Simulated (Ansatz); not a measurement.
**Computed properties of Fe**

```
CELL_PARAMETERS angstrom
2.43416 0.00000 0.00000
-1.21708 2.10804 0.00000
0.00000 0.00000 3.84193
ATOMIC_POSITIONS crystal
Fe 0.33333 0.66667 0.25000
Fe 0.66667 0.33333 0.75000
```

Atom numbers follow the list: Fe1, Fe2.

The cell is the one relaxed in the Materials Project (mp-136), not relaxed further here; entries there can be hypothetical.

Spin polarisation is left out, and whether a magnetic state lies lower isn't shown here.

Theory: DFT, PBEsol, all-electron LAPW, scalar-relativistic in Ansatz 0.2.0.

Settings: a Γ-centred 17×17×10 k mesh, Fermi–Dirac smearing of 0.08 eV, basis error target 0.25 meV/atom, no spin polarisation.

```
Density of states at the Fermi level (0.2 eV bin) : 2.39 states/eV per cell
Pressure at this cell                             : -12.6 kbar
Volume per atom                                   : 9.86 Å³
```

Q: Band gap: what does the calculation give?

A: none: bands cross the Fermi level, a metal.

Q: Stress xx, yy, zz (compression positive): what does the calculation give?

A: -1.56, -1.56, -0.67 GPa.
